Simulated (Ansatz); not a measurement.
Method: DFT PBE, scalar-relativistic, plane waves, PAW (Ansatz). All cells share a 420 eV cutoff and Γ-centred k meshes spaced about 0.3 Å⁻¹ or finer (0.25 for metals, 2π included). No spin polarisation.

All energies are static (0 K, no zero-point motion).

Compare these two cells of Zn2Ga2O3, each relaxed at this level.

A.

Space group P-3m1 (No. 164). a = 2.981 Å, b = 2.981 Å, c = 12.868 Å, α = 90.00°, β = 90.00°, γ = 120.00°
```
atom  site  symmetry       x       y       z
  Zn    2d       3m. 0.3333  0.6667  0.5903
  Ga    2d       3m. 0.3333  0.6667  0.1104
   O    2d       3m. 0.3333  0.6667  0.8282
   O    1a      -3m. 0.0000  0.0000  0.0000
```

B.

Space group P-3m1 (No. 164). a = 2.974 Å, b = 2.974 Å, c = 13.952 Å, α = 90.00°, β = 90.00°, γ = 120.00°
```
atom  site  symmetry       x       y       z
  Zn    2d       3m. 0.3333  0.6667  0.4169
  Ga    2d       3m. 0.3333  0.6667  0.1019
   O    2d       3m. 0.6667  0.3333  0.1580
   O    1a      -3m. 0.0000  0.0000  0.0000
```

Task: Which would you expect to be lower, and how large is the difference?

Result: They are level within the accuracy (6 meV/atom apart, with A the lower in these runs). A has space group P-3m1 (No. 164), 14.1 Å³/atom and no gap on its mesh; B has space group P-3m1 (No. 164), 15.3 Å³/atom and no gap. Counting O atoms around Ga and Zn (those within 1.25 times the shortest such distance or 1.15 times the sum of covalent radii; a plus sign parts nearer from farther groups; the shortest distance is added where it is long for a bond), A has Zn 1 from 3.1 Å, Ga 3+3 and B has Zn 3+3 from 4.0 Å, Ga 3+3. Both come from trial cells of a structure search, whose lowest cell (P1, 14.8 Å³/atom) lies 56 meV/atom below the lower of the two.

For metals, differences of a few meV/atom aren't resolved. No dispersion correction is applied, so the spacing and binding between layers, chains or molecules are poorly described (P-3m1 at 14.1 Å³/atom, P-3m1 at 15.3 Å³/atom), and this can change margins and order among such cells. Trial moments fell under 0.15 μB along the way in P-3m1; another start might hold them. Cells relaxed within their symmetry can be saddle points. Some types were kept out of the candidates beforehand, so the set may lack a known form.
